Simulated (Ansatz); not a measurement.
Method: DFT PBE, scalar-relativistic, plane waves, PAW in Ansatz. Settings: cutoff 420 eV, Γ-centred meshes spaced at most about 0.3 Å⁻¹, and about 0.25 Å⁻¹ or finer for metals (2π included), Gaussian smearing. No spin polarisation in the final relaxations.

These are static total energies at zero pressure. All come from trial cells, and lower structures may exist.

**Question.** These unrelaxed guesses for YLu2F3 are each relaxed within their symmetry. Order them by the energy at which they end, lowest first.
1.

Space group Cmmm (No. 65). a = 6.187 Å, b = 9.435 Å, c = 3.080 Å, α = 90.00°, β = 90.00°, γ = 90.00°
| atom | site | symmetry | x | y | z |
| --- | --- | --- | --- | --- | --- |
| Y | 2b | mmm | 0.5000 | 0.0000 | 0.0000 |
| Lu | 4i | m2m | 0.5000 | 0.2844 | 0.0000 |
| F | 2a | mmm | 0.0000 | 0.0000 | 0.0000 |
| F | 4f | ..2/m | 0.2500 | 0.7500 | 0.5000 |

2.

Space group R-3m:H (No. 166). a = 5.374 Å, b = 5.374 Å, c = 12.976 Å, α = 90.00°, β = 90.00°, γ = 120.00°
| atom | site | symmetry | x | y | z |
| --- | --- | --- | --- | --- | --- |
| Y | 3b | -3m | 0.3333 | 0.6667 | 0.1667 |
| Lu | 6c | 3m | 0.3333 | 0.6667 | 0.7902 |
| F | 9e | .2/m | 0.0000 | 0.5000 | 0.0000 |

3.

Space group P-4m2 (No. 115). a = 4.386 Å, b = 4.386 Å, c = 6.247 Å, α = 90.00°, β = 90.00°, γ = 90.00°
| atom | site | symmetry | x | y | z |
| --- | --- | --- | --- | --- | --- |
| Y | 1d | -4m2 | 0.0000 | 0.0000 | 0.5000 |
| Lu | 2g | 2mm. | 0.0000 | 0.5000 | 0.2679 |
| F | 1b | -4m2 | 0.5000 | 0.5000 | 0.0000 |
| F | 1a | -4m2 | 0.0000 | 0.0000 | 0.0000 |
| F | 1c | -4m2 | 0.5000 | 0.5000 | 0.5000 |

4.

Space group P6/mmm (No. 191). a = 5.839 Å, b = 5.839 Å, c = 3.299 Å, α = 90.00°, β = 90.00°, γ = 120.00°
```json
{"atom": "Y", "site": "1a", "symmetry": "6/mmm", "x": "0.0000", "y": "0.0000", "z": "0.0000"}
{"atom": "Lu", "site": "2c", "symmetry": "-6m2", "x": "0.3333", "y": "0.6667", "z": "0.0000"}
{"atom": "F", "site": "3g", "symmetry": "mmm", "x": "0.5000", "y": "0.0000", "z": "0.5000"}
```

**Answer.** 2 (ends in R-3m, 0 meV/atom), 3 (ends in P-4m2, 17 meV/atom), 4 (ends in P6/mmm, 293 meV/atom), 1 (ends in Cmmm, 0.34 eV/atom).

Cells relaxed within their symmetry can be saddle points. Some candidate types were left out of the draw beforehand, so a known form may be missing.
